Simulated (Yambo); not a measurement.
Convergence of the G0W0 gap of WCu2S4

G0W0@PBEsol for WCu₂S₄ (space group P-42m, No. 111) in Yambo. Reference settings: 2×2×2 Γ-centred k mesh, bands 10 to 306 and a 8 Ry block in the screening, 306 bands in G with the Bruneval-Gonze terminator, plasmon pole fitted at 27.2 eV. The PBEsol gap A → X on this mesh is 1.18 eV; G0W0 gaps are taken between the same points.

| change from the reference | G0W0 gap A → X (eV) | shift of the valence edge (eV) | rough Yambo cost |
|---|---|---|---|
| reference settings | 2.30 | -0.56 | 1 |
| 118 bands in W, 118 bands in G | 2.35 | -0.39 | about 1/3 |
| 197 bands in W, 197 bands in G | 2.31 | -0.50 | within a factor of two |
| 118 bands in G | 2.32 | -0.55 | – |
| 197 bands in G | 2.31 | -0.56 | – |
| 145 bands in W | 2.32 | -0.46 | within a factor of two |
| 2 Ry block | 2.45 | -0.60 | about 1/2 |
| 3 Ry block | 2.38 | -0.54 | within a factor of two |
| 7 Ry block | 2.30 | -0.55 | within a factor of two |
| pole fitted at 10 eV | 2.28 | -0.44 | – |
| no random integration | 2.27 | -0.35 | – |
| 118 bands in G, no terminator | 2.42 | -0.12 | – |
| 197 bands in G, no terminator | 2.35 | -0.33 | – |
| no terminator | 2.32 | -0.44 | – |

The reference isn't shown to be the converged limit. Costs are rough (shared machines), scaled to the same edge states, and given only for runs that recompute the screening.

Spin-orbit coupling is left out, which matters for elements this heavy: edges can move by tenths of an eV. The 3d shell has no Hubbard U; the runs are without spin polarisation, and magnetic order was not tried.

Geometry relaxed with PBE+D3(BJ); primitive cell a = 5.376 Å, b = 5.376 Å, c = 5.060 Å, α = 90.00°, β = 90.00°, γ = 90.00°.

The structure is a Materials Project entry; no match was found in the copy of COD used, and its stability was not checked.

A shift is the quasiparticle energy of the state minus its PBEsol energy.
